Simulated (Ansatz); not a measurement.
YCl under compression and expansion

```
Y Cl
1.0
     1.87615    1.08320    9.17500
    -1.87615    1.08320    9.17500
     0.00000   -2.16639    9.17500
Y Cl
2 2
Direct
  0.21683 0.21683 0.21683
  0.78317 0.78317 0.78317
  0.38830 0.38830 0.38830
  0.61170 0.61170 0.61170
```

The cell is COD entry 4344519, as deposited and not checked against the literature; nothing was relaxed.

Levels of theory: DFT, PBEsol, all-electron LAPW, scalar-relativistic (Ansatz 0.2.0); DFT, PBEsol, PAW with Ansatz's default frozen-core files, scalar-relativistic (Ansatz 0.2.0).

For LAPW: a Γ-centred 8×8×8 k mesh, Fermi–Dirac smearing of 0.02 eV, basis error target 1 meV/atom, no spin polarisation. PAW takes a cutoff of 420 eV at this cell (files made with PBE, cores remade for this functional). The Ansatz runs share mesh, smearing and spin set-up. Plane-wave (PAW) pressures include the program's estimate of the Pulay term.

The cell above is scaled evenly, with fractional coordinates and shape held.

(1) Estimate the equilibrium volume and bulk modulus that LAPW (all electrons) gives for this fixed shape.

Results:

(1) V0 = 27.56 Å³/atom, B0 = 47 GPa, B0′ = 3.5, from a third-order Birch–Murnaghan fit to these pressures:
```csv
V/V(cell),V (Å³/atom),"P, LAPW (GPa)","P, PAW (GPa)","free energy over the lowest listed, PAW (meV/atom)"
0.9400,26.291,2.44,2.43,9.2
0.9600,26.850,1.31,1.30,2.7
0.9800,27.409,0.27,0.27,0.0
0.9900,27.689,-0.21,-0.22,0.0
1.0000,27.969,-0.68,-0.68,0.8
1.0100,28.248,-1.12,-1.12,2.4
1.0200,28.528,-1.54,-1.54,4.7
1.0400,29.087,-2.32,-2.33,11.5
1.0600,29.647,-3.03,-3.04,20.8
```
